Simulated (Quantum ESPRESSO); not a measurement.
## Cu4Sn2WAg (finding a planted mistake in a log)

Computed values, not a measurement. The program is pw.x of Quantum ESPRESSO 7.5 (plane-wave density functional theory). The cell is made up: eight metal atoms on a face-centred cubic lattice, with elements, volume, strain and displacements drawn at random and not relaxed, so it may be unstable or far from any real phase. PseudoDojo standard norm-conserving files set the functional (PBE unless stated); there is no spin polarisation or spin-orbit coupling, the Fermi-Dirac width of 0.25 eV means electrons at about 2900 K, and the masses in the input are unused placeholders. The copper pseudopotential is less sure than most, with forces differing by about three percent and pressure by about two GPa from a second method on plain copper. The tin pseudopotential is less sure than most, with forces differing by about three percent from a second method on plain tin. Heavy elements are run without spin-orbit coupling, which real alloys of them have. A spin test at this wide smearing found no moment, but such smearing suppresses magnetism that the real alloy may have.

Intended input:

```
&control calculation='scf', pseudo_dir='./dojo.nc.sr.pbe.v0_5.standard.upf', outdir='./o', disk_io='minimal', tprnfor=.true., tstress=.true. /
&system ibrav=0, nat=8, ntyp=4, nbnd=79, ecutwfc=92.02030273, nosym=.true., tot_charge=0,
 occupations='smearing', smearing='fd', degauss=0.0183746611
/
&electrons conv_thr=1.470e-08, electron_maxstep=70, mixing_beta=0.5 /
ATOMIC_SPECIES
Ag 1.0 Ag.upf
Cu 1.0 Cu.upf
Sn 1.0 Sn.upf
W 1.0 W.upf
CELL_PARAMETERS angstrom
-0.0584 3.9844 4.0121
3.8957 0.0178 3.9359
3.9778 3.9903 -0.0643
ATOMIC_POSITIONS angstrom
Cu -0.025 0.1906 0.0905
Cu 1.9832 2.0616 -0.1389
Sn 1.9217 -0.0916 2.0187
Cu 3.824 2.028 1.8258
W -0.0169 2.0267 1.9077
Ag 1.8688 3.9835 1.7775
Cu 1.9914 1.9452 3.9386
Sn 3.9002 3.8894 3.8169
K_POINTS automatic
5 5 5 1 1 1
```

The log is shortened where brackets say so; the opening notice, blank lines, dates and the lines on written files are dropped, and the path of the files is cut. It prints rydbergs, bohrs and kilobars, and counts compression as positive stress. Its total energy is the free energy E - TS of the whole cell.

Log of the intended run:

```
     Program PWSCF v.7.5
     Parallel version (MPI & OpenMP), running on       4 processor cores
     Number of MPI processes:                 4
     Threads/MPI process:                     1
     [start-up lines left out]
     bravais-lattice index     =            0
     lattice parameter (alat)  =      10.6859  a.u.
     unit-cell volume          =     852.8549 (a.u.)^3
     number of atoms/cell      =            8
     number of atomic types    =            4
     number of electrons       =       137.00
     number of Kohn-Sham states=           79
     kinetic-energy cutoff     =      92.0203  Ry
     charge density cutoff     =     368.0812  Ry
     scf convergence threshold =      1.5E-08
     mixing beta               =       0.5000
     number of iterations used =            8  plain     mixing
     Exchange-correlation= PBE
                           (   1   4   3   4   0   0   0)
     [axes and pseudopotential details left out]
   Cartesian axes
     site n.     atom                  positions (alat units)
         1        Cu     tau(   1) = (  -0.0044211   0.0337064   0.0160043  )
         2        Cu     tau(   2) = (   0.3507162   0.3645807  -0.0245636  )
         3        Sn     tau(   3) = (   0.3398403  -0.0161989   0.3569941  )
         4        Cu     tau(   4) = (   0.6762498   0.3586388   0.3228810  )
         5        W      tau(   5) = (  -0.0029887   0.3584089   0.3373645  )
         6        Ag     tau(   6) = (   0.3304853   0.7044564   0.3143395  )
         7        Cu     tau(   7) = (   0.3521663   0.3439961   0.6965161  )
         8        Sn     tau(   8) = (   0.6897253   0.6878154   0.6749942  )
     number of k points=    63  Fermi-Dirac smearing, width (Ry)=  0.0184
                       cart. coord. in units 2pi/alat
        k(    1) = (   0.0723502   0.0707440   0.0717391), wk =   0.0320000
        k(    2) = (   0.2120471   0.2126693  -0.0671729), wk =   0.0320000
     [further k points left out]
     Dense  grid:   101731 G-vectors     FFT dimensions: (  72,  64,  72)
     Estimated max dynamical RAM per process >     442.98 MB
     Estimated total dynamical RAM >       1.66 GB
     Initial potential from superposition of free atoms
     starting charge     136.9947, renormalised to     137.0000
     Starting wfcs are   78 randomized atomic wfcs +    1 random wfcs
     total cpu time spent up to now is        6.1 secs
     per-process dynamical memory:   351.0 Mb
     Self-consistent Calculation
     iteration #  1     ecut=    92.02 Ry     beta= 0.50
     Davidson diagonalization with overlap
     ethr =  1.00E-02,  avg # of iterations =  3.0
     total cpu time spent up to now is       22.5 secs
     total energy              =   -2290.95112357 Ry
     estimated scf accuracy    <       4.58765420 Ry
     iteration #  2     ecut=    92.02 Ry     beta= 0.50
     Davidson diagonalization with overlap
     ethr =  3.35E-03,  avg # of iterations =  2.9
     total cpu time spent up to now is       39.3 secs
     total energy              =   -2292.78388393 Ry
     estimated scf accuracy    <      12.23439548 Ry
     [iterations 3 to 12 left out]
     iteration # 13     ecut=    92.02 Ry     beta= 0.50
     Davidson diagonalization with overlap
     ethr =  1.33E-10,  avg # of iterations =  2.0
     total cpu time spent up to now is      204.3 secs
     total energy              =   -2293.63361143 Ry
     estimated scf accuracy    <       0.00000006 Ry
     iteration # 14     ecut=    92.02 Ry     beta= 0.50
     Davidson diagonalization with overlap
     ethr =  4.58E-11,  avg # of iterations =  2.0
     total cpu time spent up to now is      218.1 secs
     End of self-consistent calculation
     [lines on levels left out]
!    total energy              =   -2293.63361144 Ry
     estimated scf accuracy    <          9.6E-09 Ry
     smearing contrib. (-TS)   =      -0.05161636 Ry
     internal energy E=F+TS    =   -2293.58199508 Ry
     The total energy is F=E-TS. E is the sum of the following terms:
     one-electron contribution =   -1178.75671023 Ry
     hartree contribution      =     673.34426184 Ry
     xc contribution           =    -354.49387977 Ry
     ewald contribution        =   -1433.67566692 Ry
     convergence has been achieved in  14 iterations
     Forces acting on atoms (cartesian axes, Ry/au):
     atom    1 type  2   force =     0.01251556   -0.02204511   -0.02545856
     atom    2 type  2   force =     0.01211553   -0.03646481    0.00972828
     atom    3 type  3   force =     0.02597063    0.03131948   -0.05292550
     atom    4 type  2   force =    -0.00051917   -0.01165088   -0.00755649
     atom    5 type  4   force =     0.00607916   -0.03626939    0.04607789
     atom    6 type  1   force =     0.02503494    0.01704925    0.04402746
     atom    7 type  2   force =    -0.01776013    0.01584889   -0.01538972
     atom    8 type  3   force =    -0.06343652    0.04221256    0.00149664
     Total force =     0.143020     Total SCF correction =     0.000373
     Computing stress (Cartesian axis) and pressure
          total   stress  (Ry/bohr**3)                   (kbar)     P=       56.07
   0.00052870   0.00021392  -0.00008727           77.78       31.47      -12.84
   0.00021392   0.00019798   0.00008845           31.47       29.12       13.01
  -0.00008727   0.00008845   0.00041685          -12.84       13.01       61.32
     init_run     :      5.83s CPU      6.04s WALL (       1 calls)
     electrons    :    208.55s CPU    211.97s WALL (       1 calls)
     forces       :      1.80s CPU      1.80s WALL (       1 calls)
     stress       :      6.18s CPU      6.19s WALL (       1 calls)
     [timing details left out]
     PWSCF        :   3m42.46s CPU   3m46.11s WALL
     JOB DONE.
```

A second run was made from an input with one planted mistake. Its log:

```
     Program PWSCF v.7.5
     Parallel version (MPI & OpenMP), running on       4 processor cores
     Number of MPI processes:                 4
     Threads/MPI process:                     1
     [start-up lines left out]
     bravais-lattice index     =            0
     lattice parameter (alat)  =      10.6859  a.u.
     unit-cell volume          =     852.8549 (a.u.)^3
     number of atoms/cell      =            8
     number of atomic types    =            4
     number of electrons       =       137.00
     number of Kohn-Sham states=           79
     kinetic-energy cutoff     =      92.0203  Ry
     charge density cutoff     =     368.0812  Ry
     scf convergence threshold =      1.5E-08
     mixing beta               =       0.5000
     number of iterations used =            8  plain     mixing
     Exchange-correlation= PBESOL
                           (   1   4  10   8   0   0   0)
     [axes and pseudopotential details left out]
   Cartesian axes
     site n.     atom                  positions (alat units)
         1        Cu     tau(   1) = (  -0.0044211   0.0337064   0.0160043  )
         2        Cu     tau(   2) = (   0.3507162   0.3645807  -0.0245636  )
         3        Sn     tau(   3) = (   0.3398403  -0.0161989   0.3569941  )
         4        Cu     tau(   4) = (   0.6762498   0.3586388   0.3228810  )
         5        W      tau(   5) = (  -0.0029887   0.3584089   0.3373645  )
         6        Ag     tau(   6) = (   0.3304853   0.7044564   0.3143395  )
         7        Cu     tau(   7) = (   0.3521663   0.3439961   0.6965161  )
         8        Sn     tau(   8) = (   0.6897253   0.6878154   0.6749942  )
     number of k points=    63  Fermi-Dirac smearing, width (Ry)=  0.0184
                       cart. coord. in units 2pi/alat
        k(    1) = (   0.0723502   0.0707440   0.0717391), wk =   0.0320000
        k(    2) = (   0.2120471   0.2126693  -0.0671729), wk =   0.0320000
     [further k points left out]
     Dense  grid:   101731 G-vectors     FFT dimensions: (  72,  64,  72)
     Estimated max dynamical RAM per process >     442.98 MB
     Estimated total dynamical RAM >       1.66 GB
     Initial potential from superposition of free atoms
     starting charge     136.9951, renormalised to     137.0000
     Starting wfcs are   78 randomized atomic wfcs +    1 random wfcs
     total cpu time spent up to now is        6.9 secs
     per-process dynamical memory:   351.0 Mb
     Self-consistent Calculation
     iteration #  1     ecut=    92.02 Ry     beta= 0.50
     Davidson diagonalization with overlap
     ethr =  1.00E-02,  avg # of iterations =  3.0
     total cpu time spent up to now is       23.9 secs
     total energy              =   -2288.56105835 Ry
     estimated scf accuracy    <       4.86815946 Ry
     iteration #  2     ecut=    92.02 Ry     beta= 0.50
     Davidson diagonalization with overlap
     ethr =  3.55E-03,  avg # of iterations =  2.9
     total cpu time spent up to now is       41.3 secs
     total energy              =   -2290.53630559 Ry
     estimated scf accuracy    <      12.70766352 Ry
     [iterations 3 to 13 left out]
     iteration # 14     ecut=    92.02 Ry     beta= 0.50
     Davidson diagonalization with overlap
     ethr =  3.19E-11,  avg # of iterations =  2.0
     total cpu time spent up to now is      215.4 secs
     total energy              =   -2291.40917488 Ry
     estimated scf accuracy    <       0.00000002 Ry
     iteration # 15     ecut=    92.02 Ry     beta= 0.50
     Davidson diagonalization with overlap
     ethr =  1.25E-11,  avg # of iterations =  2.0
     total cpu time spent up to now is      228.6 secs
     End of self-consistent calculation
     [lines on levels left out]
!    total energy              =   -2291.40917489 Ry
     estimated scf accuracy    <          1.7E-09 Ry
     smearing contrib. (-TS)   =      -0.05196543 Ry
     internal energy E=F+TS    =   -2291.35720945 Ry
     The total energy is F=E-TS. E is the sum of the following terms:
     one-electron contribution =   -1178.36393597 Ry
     hartree contribution      =     671.92401909 Ry
     xc contribution           =    -351.24162566 Ry
     ewald contribution        =   -1433.67566692 Ry
     convergence has been achieved in  15 iterations
     Forces acting on atoms (cartesian axes, Ry/au):
     atom    1 type  2   force =     0.00929412   -0.01815615   -0.02163659
     atom    2 type  2   force =     0.01115815   -0.03289590    0.00916834
     atom    3 type  3   force =     0.02472423    0.02906276   -0.04990531
     atom    4 type  2   force =    -0.00077413   -0.01046013   -0.00627165
     atom    5 type  4   force =     0.00542638   -0.03587003    0.04141363
     atom    6 type  1   force =     0.02422879    0.01547227    0.03946767
     atom    7 type  2   force =    -0.01404643    0.01375100   -0.01411103
     atom    8 type  3   force =    -0.06001112    0.03909617    0.00187492
     Total force =     0.131928     Total SCF correction =     0.000172
     Computing stress (Cartesian axis) and pressure
          total   stress  (Ry/bohr**3)                   (kbar)     P=       -6.65
   0.00010363   0.00021072  -0.00009059           15.25       31.00      -13.33
   0.00021072  -0.00023061   0.00008862           31.00      -33.92       13.04
  -0.00009059   0.00008862  -0.00000862          -13.33       13.04       -1.27
     init_run     :      6.53s CPU      6.77s WALL (       1 calls)
     electrons    :    218.20s CPU    221.78s WALL (       1 calls)
     forces       :      1.78s CPU      1.78s WALL (       1 calls)
     stress       :      6.25s CPU      6.25s WALL (       1 calls)
     [timing details left out]
     PWSCF        :   3m52.85s CPU   3m56.68s WALL
     JOB DONE.
```

Question: the log repeats what the program read. Compare it with the intended run: what was wrong in the second input?

Answer: the files are those of another functional. The input lines that differ:

```
- &control calculation='scf', pseudo_dir='./dojo.nc.sr.pbe.v0_5.standard.upf', outdir='./o', disk_io='minimal', tprnfor=.true., tstress=.true. /
+ &control calculation='scf', pseudo_dir='./dojo.nc.sr.pbesol.v0_4_1.standard.upf', outdir='./o', disk_io='minimal', tprnfor=.true., tstress=.true. /
```

```
                                            intended run  run with the mistake
                          free energy (eV)    -31206.475            -31176.210
         entropy term -TS, part of it (eV)        -0.702                -0.707
                            pressure (GPa)          5.61                 -0.66
size of the largest force component (eV/Å)         1.631                 1.543
largest change of a force component (eV/Å)                               0.120
                                iterations            14                    15
```

For scale, a rerun of the intended cell at a higher cutoff and on a denser mesh moved values by no more than 0.009 eV in energy, 0.08 GPa in stress and 0.007 eV/Å in force, and a second program with other atomic files agreed on that cell to 2 % rms in force and 0.5 GPa in pressure. Files of another functional or element have another zero of energy, so the energy change says nothing on stability.